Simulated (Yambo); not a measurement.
Yambo run on BaMgH4 (space group Cmcm, No. 63). The wavefunctions are norm-conserving PBEsol (Quantum ESPRESSO, 84 Ry, no spin-orbit coupling) ones on a 4×4×2 mesh (24 occupied bands); a = b = 7.185 Å, c = 5.688 Å, α = β = 90.00°, γ = 146.08°.

Yambo input:

```
rim_cut
gw0
dyson
el_el_corr
HF_and_locXC
cohsex
em1s
RandQpts= 1000000
RandGvec= 1 Ry
EXXRLvcs= 84 Ry
VXCRLvcs= 336 Ry
Chimod= "HARTREE"
% BndsRnXs
 9 | 172 |
%
NGsBlkXs= 6 Ry
% LongDrXs
 1.0 | 1.0 | 1.0 |
%
ExtendOut
% QPkrange
 9 | 9 | 25 | 25 |
 13 | 13 | 24 | 25 |
%
```

k points by index: 9 = (0.25, -0.5, 0), 13 = (-0.5, -0.5, 0).

The o-*.qp file then holds:

```
#    K-point    Band    Eo [eV]    E [eV]    E-Eo [eV]    Vxc [eV]    Vnlxc [eV]    Sc|Eo [eV]    Re(Z)    Im(Z)
#
    9    25    2.211002    1.704165    -0.506837    -8.407509    -4.163940    -4.750406    1.000000    0.000000
    13    24    0.000000    -2.811019    -2.811019    -11.40970    -14.36553    0.144817    1.000000    0.000000
    13    25    2.509196    2.030686    -0.478510    -9.102794    -4.709687    -4.871617    1.000000    0.000000
```
(The two width columns are left out.) Convergence of these settings isn't established.

Geometry of the Materials Project entry, not relaxed at this level.

The structure is a Materials Project entry; no match was found in the copy of COD used, and its stability was not checked.
